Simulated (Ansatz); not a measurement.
The cell is Ti₃SnO₈ on the sites of the rutile structure (relaxed group Cmmm); cell and atoms were relaxed with r2SCAN. Space group Cmmm (No. 65), orthorhombic; a = 6.559 Å, b = 6.560 Å, c = 6.039 Å in the conventional setting, 10.83 Å³ an atom. Ti has 6 O at 1.95–1.97 Å and 1 Ti at 2.96 Å; Ti has 6 O at 1.95–2.00 Å; O has 2 Ti at 1.95–1.97 Å and 1 Sn at 2.05 Å; O has 3 Ti at 1.95–2.00 Å; Sn has 6 O at 2.05 Å; O has 2 Ti at 1.97 Å and 1 Sn at 2.05 Å.

4 runs of the plane-wave code Ansatz on this cell differ in the functional (and in the settings that go with it). Levels are in eV from each run's valence top; v1 is the last filled band, c1 the first empty one.

Run A, mean stress +6.0 GPa (compression positive):

| point | v2 | v1 | c1 | c2 |
| --- | --- | --- | --- | --- |
| Γ | -0.57 | 0.00 | 1.76 | 2.39 |
| Y | -0.93 | -0.69 | 1.85 | 2.60 |
| Z | -0.64 | -0.39 | 2.18 | 2.36 |
| A₀ | -0.95 | -0.68 | 2.42 | 2.58 |

Run B, mean stress -2.6 GPa (compression positive):

| point | v2 | v1 | c1 | c2 |
| --- | --- | --- | --- | --- |
| Γ | -0.54 | 0.00 | 4.12 | 4.79 |
| Y | -1.00 | -0.73 | 4.22 | 4.95 |
| Z | -0.65 | -0.41 | 4.51 | 4.74 |
| A₀ | -1.04 | -0.64 | 4.83 | 5.04 |

Run C, mean stress 0.0 GPa (compression positive):

| point | v2 | v1 | c1 | c2 |
| --- | --- | --- | --- | --- |
| Γ | -0.60 | 0.00 | 2.18 | 2.76 |
| Y | -0.97 | -0.72 | 2.24 | 2.93 |
| Z | -0.67 | -0.40 | 2.52 | 2.72 |
| A₀ | -0.99 | -0.69 | 2.78 | 2.96 |

Run D, mean stress -2.5 GPa (compression positive):

| point | v2 | v1 | c1 | c2 |
| --- | --- | --- | --- | --- |
| Γ | -0.56 | 0.00 | 3.36 | 4.02 |
| Y | -1.01 | -0.74 | 3.46 | 4.18 |
| Z | -0.67 | -0.41 | 3.75 | 3.97 |
| A₀ | -1.04 | -0.65 | 4.06 | 4.26 |

Question: Match the runs to PBE, r2SCAN, HSE06, PBE0.

Answer: A is PBE, B is PBE0, C is r2SCAN, D is HSE06. In order of the gap: PBE 1.76, r2SCAN 2.18, HSE06 3.36, PBE0 4.12 eV. The stress vanishes for r2SCAN, which relaxed the cell.

Values at 0 K without nuclear motion; spin polarisation is off, and the phase may be a hypothetical one.

No spin-orbit coupling is included; it can move band edges with weight on the heavy atoms by tenths of an eV.

The stress of a hybrid is loosely converged in these runs.

The meshes of the hybrids are coarse, so their gaps aren't converged to the digits shown.
